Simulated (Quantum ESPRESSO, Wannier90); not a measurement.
# Wannierisation of RuO$_{2}$ (rutile)

```xyz
6
Lattice="4.4825 0.0000 0.0000 0.0000 4.4825 0.0000 0.0000 0.0000 3.1113" Properties=species:S:1:pos:R:3 pbc="T T T"
Ru     2.2412     2.2412     1.5557
Ru     0.0000     0.0000     0.0000
O     -0.8721     0.8721     1.5557
O      0.8721    -0.8721     1.5557
O      1.3691     1.3691     0.0000
O     -1.3691    -1.3691     0.0000
```

Structure: Materials Project mp-825, symmetrised, not relaxed again. COD (Crystallography Open Database) has an entry of this formula and space group (matched by these alone). Computed values, not measurements, from PBEsol: Quantum ESPRESSO (norm-conserving PseudoDojo potentials, cutoff 68 Ry, spinors with spin-orbit coupling) on a Γ-centred 4×4×6 mesh, then Wannier90. Density: 8×8×10 mesh, cold smearing 0.01 Ry.

A tight-binding model is made by disentanglement and projection with no localisation steps (num_iter = 0), so the 44 orbitals stay atom-like: hydrogen-like Ru: d; O: p, axes along x, y, z; frozen window up to 1.50 eV relative to the Fermi level. It follows pw.x to 0.6 meV rms for states up to 1.0 eV relative to the Fermi level. Matrix elements depend on this choice of orbitals and windows.

Q: What are the on-site energies relative to the Fermi level, and how fast do the hoppings decay?

A: 
```tsv
atom	orbitals	energy (eV)
Ru1	dz2↑ dz2↓	-0.72
Ru1	dxz↑ dxz↓ dyz↑ dyz↓	-0.64
Ru1	dx2-y2↑ dx2-y2↓	-1.55
Ru1	dxy↑ dxy↓	-0.26
Ru2	dz2↑ dz2↓	-0.72
Ru2	dxz↑ dxz↓ dyz↑ dyz↓	-0.64
Ru2	dx2-y2↑ dx2-y2↓	-1.55
Ru2	dxy↑ dxy↓	-0.26
O3	pz↑ pz↓	-3.63
O3	px↑ px↓ py↑ py↓	-3.47
O4	pz↑ pz↓	-3.63
O4	px↑ px↓ py↑ py↓	-3.47
O5	pz↑ pz↓	-3.63
O5	px↑ px↓ py↑ py↓	-3.47
O6	pz↑ pz↓	-3.63
O6	px↑ px↓ py↑ py↓	-3.47
```

```
distance of the centres (Å)  largest modulus (eV)
---------------------------  --------------------
1–2                                           1.7
2–3                                          0.52
3–4                                          0.41
4–5                                         0.029
5–6                                         0.017
6–7                                         0.012
7–8                                        0.0053
```

Effective spin-orbit constants λ of λ L·S, from the same-site elements px↑–py↑ (λ/2) and dx2-y2↑–dxy↑ (λ), where they are among the larger elements: O3 p 0.0056 eV, O4 p 0.0056 eV, O5 p 0.0056 eV, O6 p 0.0056 eV.
